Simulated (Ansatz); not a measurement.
SrP$_{3}$ in space group C2/m (No. 12; Pearson symbol mS32) at seven volumes, DFT-LDA in the program Ansatz with PAW potentials, shape and atoms relaxed at each. One row is withheld.

```tsv
V (Å³/atom)	P (GPa)
18.898	6.42
19.521	3.94
20.144	1.81
20.768	0.00
21.391	-1.53
22.014	-2.86
22.637	?
```

Q: Fit the shown pressures and predict the withheld one.

A: P = (3/2)B₀(x^(7/2) − x^(5/2))[1 + (3/4)(B′ − 4)(x − 1)] with x = (V₀/V)^(2/3). Least squares on the six rows gives V₀ = 20.770 Å³/atom, B₀ = 55.6 GPa, B′ = 4.26. At V = 22.637, x = 0.9442 and P = -3.99 GPa. The run itself gave -3.97 GPa.

The first step of the workflow began from a Materials Project structure, measured or hypothetical; the Crystallography Open Database copy checked does not list it. Its standing as an ambient phase is unchecked. The LDA relaxation kept the symmetry of its start; whether a distortion lowers the energy is not shown.

Potentials: the later of the program's two PAW sets.
